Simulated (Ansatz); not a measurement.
Data:

TiSi:
```yaml
crystal:
  lattice:
    - [3.09937, 0.00000, 0.00000]
    - [0.00000, 3.09937, 0.00000]
    - [0.00000, 0.00000, 3.09937]
  atoms:
    - { symbol: Ti, position: [0.00000, 0.00000, 0.00000] }
    - { symbol: Si, position: [0.50000, 0.50000, 0.50000] }
```

This is the r²SCAN-relaxed structure.

**Question.** All from r²SCAN in the plane-wave PAW code Ansatz, unless another level is named. Predict the electronic character.

**Answer.** metallic (no gap).

**Question.** And the formation energy from the elements (no fitted shifts)?

**Answer.** -224 meV/atom.

**Question.** What about the density of states at the Fermi level?

**Answer.** 1.3 states/eV per atom (mean over ±0.08 eV).

Space group Pm-3m (CsCl type). The cell is a constructed one: a structure type filled with these elements; neither database checked (COD, Materials Project) lists it. COD files the formula under space group No. 25, so this cell is another polymorph or a model. Its standing as an ambient phase is unchecked. Symmetry was held in the r²SCAN relaxation. At this level the phase is mechanically unstable. No spin polarisation was allowed. The references are the lowest solids computed at this level, not always the standard phases.

Potentials: the later of the program's two PAW sets.
